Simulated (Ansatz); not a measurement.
A distorted cell of Rh (fcc, Cu type):

```xyz
1
Lattice="0.0000 1.9559 1.7212 1.9559 0.0000 1.7212 1.9559 1.9559 0.0000" Properties=species:S:1:pos:R:3 pbc="T T T"
Rh     0.0000     0.0000     0.0000
```

Calculation: r2SCAN (plane waves to 500 eV, PAW, scalar-relativistic; Ansatz, a program for electronic structure). k mesh 21×21×21 (Γ-centred), Fermi-Dirac smearing 0.05 eV. The energy includes the smearing's −TS. Stress and pressure are positive under compression. With partly filled bands, the response to shear is sensitive to the k mesh, so small differences along c/a are uncertain. Rh is run without spin polarisation. Rh was relaxed with its symmetry unable to fall.

Task: What is the stress tensor (GPa)?

Result: 
```
    5.7      0.0      0.0
    0.0      5.7      0.0
    0.0      0.0     33.9
```
The pressure, a third of the trace, is 15.1 GPa.

Task: It is the relaxed cell deformed to V/V₀ = 0.960, (c/a)/(c/a)₀ = 0.880, c along z, fractional positions held. What is its energy relative to the relaxed cell?

Result: 130 meV/atom.

(A scan under strain: stresses follow from slopes of the energy per volume, elastic moduli from its curvatures.)
